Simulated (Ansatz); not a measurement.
A structure of PbSe relaxed with PBEsol (plane waves to 420 eV, PAW, scalar-relativistic; Ansatz, a first-principles code); single points at other levels follow on the same geometry (Ansatz, PAW; HSE06 at 420 eV on a 6×6×6 k-mesh; no spin-orbit coupling). Space group Fm-3m (No. 225).

```cif
data_PbSe
_chemical_formula_sum 'Se1 Pb1'
_space_group_name_H-M_alt 'P 1'
_space_group_IT_number 1
_cell_length_a 4.31528
_cell_length_b 4.31528
_cell_length_c 4.31528
_cell_angle_alpha 60.000
_cell_angle_beta 60.000
_cell_angle_gamma 60.000
loop_
_space_group_symop_operation_xyz
  'x, y, z'
loop_
_atom_site_label
_atom_site_type_symbol
_atom_site_fract_x
_atom_site_fract_y
_atom_site_fract_z
_atom_site_occupancy
Se1 Se 0.00000 0.00000 0.00000 1
Pb1 Pb 0.50000 0.50000 0.50000 1
```

```csv
level,gap (eV),kind,conduction minimum
PBEsol,0.17,direct,L
HSE06,0.65,–,L
```

HSE06 gaps come from a coarse mesh plus a few chosen points, so they may be too large. No spin polarisation in the result.

The run could not lose the symmetry of its start; a randomly shaken copy of 4 atoms returns to this structure.
